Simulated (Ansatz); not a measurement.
## KCl: from a first guess to the relaxed rocksalt type

First guess:

```xyz
2
Lattice="0.0000 2.7843 2.7843 2.7843 0.0000 2.7843 2.7843 2.7843 0.0000" Properties=species:S:1:pos:R:3 pbc="T T T"
K     0.0000    0.0000    0.0000
Cl    2.7843    2.7843    2.7843
```

The calculation used DFT, PBE, PAW with Ansatz's default frozen-core files, scalar-relativistic (Ansatz 0.2.0).

Cell and atoms relax within the symmetry of the start on a 13×13×13 k mesh with 0.05 eV Fermi–Dirac smearing.

The start is built from a prototype, known or not as a phase of this compound; the cutoff is 420 eV.

(1) What is the pressure of the first guess?

(2) What does it relax to?

(3) How much energy does the relaxation release?

Results:

(1) 17.88 GPa.

(2) a = 6.379 Å, b = 6.379 Å, c = 6.379 Å, α = 90.00°, β = 90.00°, γ = 90.00° (conventional cell), 32.45 Å³ per atom:
```
CELL_PARAMETERS angstrom
0.00000 3.18946 3.18946
3.18946 0.00000 3.18946
3.18946 3.18946 0.00000
ATOMIC_POSITIONS crystal
K 0.00000 0.00000 0.00000
Cl 0.50000 0.50000 0.50000
```

(3) 409 meV/atom.
